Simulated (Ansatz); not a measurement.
AsRu (CsCl type, Pm-3m) at seven volumes, DFT-r²SCAN in the program Ansatz with PAW potentials, scaled uniformly. One row is withheld.

| V (Å³/atom) | P (GPa) |
|---|---|
| 13.005 | 24.98 |
| 13.433 | 15.01 |
| 13.862 | 6.72 |
| 14.291 | 0.00 |
| 14.720 | ? |
| 15.148 | -10.63 |
| 15.577 | -14.72 |

### Question
Fit the shown pressures and predict the withheld one.

### Answer
P = (3/2)B₀(x^(7/2) − x^(5/2))[1 + (3/4)(B′ − 4)(x − 1)] with x = (V₀/V)^(2/3). Least squares on the six rows gives V₀ = 14.284 Å³/atom, B₀ = 210 GPa, B′ = 4.99. At V = 14.720, x = 0.9802 and P = -5.86 GPa. The run itself gave -5.68 GPa.

The cell is a constructed one: a structure type filled with these elements; neither database checked (COD, Materials Project) lists it. Its standing as an ambient phase is unchecked. The r²SCAN relaxation kept the symmetry of its start; its stability against distortions is not shown here. No spin polarisation was allowed.

Potentials: the earlier of the program's two PAW sets.
